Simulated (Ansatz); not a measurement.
Al2O3:
```xyz
10
Lattice="4.8349 -2.7552 0.0000 4.8349 2.7552 0.0000 0.0000 0.0000 4.9296" Properties=species:S:1:pos:R:3 pbc="T T T"
Al     8.0446    -0.8853     2.1281
Al     1.6252     0.8853     4.5929
Al     1.6252    -0.8853     2.1281
Al     8.0446     0.8853     4.5929
O      4.8349    -1.5483     4.8761
O      4.8349     1.5483     2.4113
O      7.5316    -0.6603     0.4318
O      2.1382     0.6603     2.8966
O      2.1382    -0.6603     0.4318
O      7.5316     0.6603     2.8966
```

Relaxed with r²SCAN. Special points in fractions of this cell's reciprocal vectors: Γ (0.000, 0.000, 0.000); Y (0.500, 0.500, 0.000); F0 (0.331, 0.669, 0.000); Δ0 (-0.331, 0.331, 0.000); Z (0.000, 0.000, 0.500); B0 (-0.331, 0.331, 0.500); G0 (0.331, 0.669, 0.500); T (0.500, 0.500, 0.500); S (0.000, 0.500, 0.000); R (0.000, 0.500, 0.500).

Q: List the band energies nearest the valence-band maximum at these points for the program Ansatz at the r²SCAN level (PAW).

A: In eV from the valence-band maximum; about four levels below and three above (degenerate sets whole), none deeper than 8.9 eV; points with the same levels are listed once.

| k | below | above |
|---|---|---|
| Γ | -0.86 -0.48 -0.05 0.00 | 4.97 9.46 9.70 |
| Y | -0.92 -0.61 -0.23 -0.21 | 6.94 7.78 9.46 |
| F0 | -0.86 -0.38 -0.30 -0.27 | 7.69 8.01 8.29 |
| Z | -0.45 -0.45 -0.15 -0.15 | 7.44 7.44 9.10 9.10 |
| B0 | -0.66 -0.66 -0.14 -0.14 | 8.75 8.75 8.82 8.82 |
| T | -0.73 -0.73 -0.24 -0.24 | 8.51 8.51 8.79 8.79 |
| S | -0.67 -0.44 -0.24 -0.22 | 7.26 7.61 9.59 |
| R | -0.48 -0.48 -0.13 -0.13 | 8.45 8.45 8.97 8.97 |

Space group Cmc2_1. The workflow started from a Materials Project entry (that database holds measured and hypothetical structures alike); the Crystallography Open Database copy checked does not list it. It is not the phase usual at ambient conditions (space group No. 167). The r²SCAN relaxation kept the symmetry of its start; whether a distortion lowers the energy is not shown.

Potentials: the later of the program's two PAW sets.
